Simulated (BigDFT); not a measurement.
Input and output of a self-consistent single point for hydrogen-terminated Si cluster (H8Si3) (BigDFT).

Method: PBE, Daubechies wavelet basis, HGH (Krack) norm-conserving potentials made for PBE, isolated boundary conditions (BigDFT 1.9.6).

```xyz
11

Si     0.0000     0.0000     0.9873
Si    -1.3575    -1.3575    -0.3702
Si     1.3575     1.3575    -0.3702
H     -0.8602     0.8602     1.8475
H      0.8602    -0.8602     1.8475
H     -2.2178    -2.2178     0.4900
H     -2.2178    -0.4973    -1.2305
H     -0.4973    -2.2178    -1.2305
H      0.4973     2.2178    -1.2305
H      2.2178     0.4973    -1.2305
H      2.2178     2.2178     0.4900
```

Reference input (self-consistent single point, DFT, PBE, Daubechies wavelet basis, HGH (Krack) norm-conserving potentials made for PBE, isolated boundary conditions): basis = Daubechies wavelets; dft.hgrids = 0.297 bohr; dft.rmult = 5 8; dft.ixc = 11; potentials = built-in HGH-K PBE; boundary_conditions = free; dft.gnrm_cv = 1e-05; dft.itermax = 80; dft.idsx = 6; dft.nrepmax = 3. This run's input differs from it in these lines:

```diff
@@ -2,4 +2,4 @@
 dft:
-  hgrids: 0.297
-  rmult: [5, 8]
+  hgrids: 0.528
+  rmult: [3.5, 5]
   ixc: 11
```

The program printed (abridged):

```
  #------------------------------------------------------------------- Self-Consistent Cycle
 Ground State Optimization:
 - Hamiltonian Optimization: &itrp001
   - Subspace Optimization: &itrep001-01
       Wavefunctions Iterations:
 iter:  1, EKS: -1.62084080004925255E+01, gnrm:  1.93E-01, D: -1.43E+00,
 iter:  2, EKS: -1.63972875218388481E+01, gnrm:  6.32E-02, D: -1.89E-01,
 iter:  3, EKS: -1.64405649731450367E+01, gnrm:  2.93E-02, D: -4.33E-02,
 iter:  4, EKS: -1.64542339206650290E+01, gnrm:  1.31E-02, D: -1.37E-02,
 iter:  5, EKS: -1.64564166316809661E+01, gnrm:  5.32E-03, D: -2.18E-03,
 iter:  6, EKS: -1.64566779513104997E+01, gnrm:  1.87E-03, D: -2.61E-04,
 iter:  7, EKS: -1.64567164167499946E+01, gnrm:  6.15E-04, D: -3.85E-05,
 iter:  8, EKS: -1.64567206955509420E+01, gnrm:  2.70E-04, D: -4.28E-06,
 iter:  9, EKS: -1.64567215732100713E+01, gnrm:  1.01E-04, D: -8.78E-07,
 iter:  10, EKS: -1.64567217006521780E+01, gnrm:  3.68E-05, D: -1.27E-07,
 iter:  11, EKS: -1.64567217138799862E+01, gnrm:  1.61E-05, D: -1.32E-08,
 iter:  12, EKS: -1.64567217171086888E+01, gnrm:  6.75E-06, D: -3.23E-09,
       -  &FINAL001  { #---------------------------------------------------------- iter: 13
 iter:  13, EKS: -1.64567217177190130E+01, gnrm:  6.75E-06, D: -6.10E-10,  #FINAL
        #Eigenvalues and New Occupation Numbers
       Orbitals: [
 Last Iteration                        : *FINAL001
  #---------------------------------------------------------------------- Forces Calculation
 Total electronic charge               :  19.999998883951
 Electric Dipole Moment (AU):
   P vector                            :  [ -1.591249E-02, -1.591249E-02, -1.256637E-02 ]
   norm(P)                             :  2.57745713E-02
 Electric Dipole Moment (Debye):
   P vector                            :  [ -4.044552E-02, -4.044552E-02, -3.194052E-02 ]
   norm(P)                             :  6.55124196E-02
  #-------------------------------- Warnings obtained during the run, check their relevance!
 WARNINGS:
   [... lines left out ...]
 BigDFT infocode                       :  0
   [... lines left out ...]
 -  {H: [-4.699362132503E-03, -5.370681049988E-03,  1.920784080607E-03]} # 0008
 -  {H: [ 4.357275136370E-03,  6.107081392836E-03,  2.269317854331E-03]} # 0009
 -  {H: [ 6.107081392827E-03,  4.357275136365E-03,  2.269317854336E-03]} # 0010
 -  {H: [ 6.224742416206E-03,  6.224742416211E-03, -8.762980227773E-03]} # 0011
 Energy (Hartree)                      : -1.64567217177190130E+01
 Force Norm (Hartree/Bohr)             :  2.95893290881925342E-02
```

The run converged in 13 iterations. Against the reference run the free energy goes up by 33.0 meV/atom and the largest force goes from 0.346 to 0.639 eV/Å.

The grid can part forces that symmetry would make equal. This run is one point of a test of settings, so its values need not be converged; read them against the reference run alone. The shape was built by hand and not relaxed. No other spin state was tried in this run.

Cost on one core: around 15 core-seconds (rough).
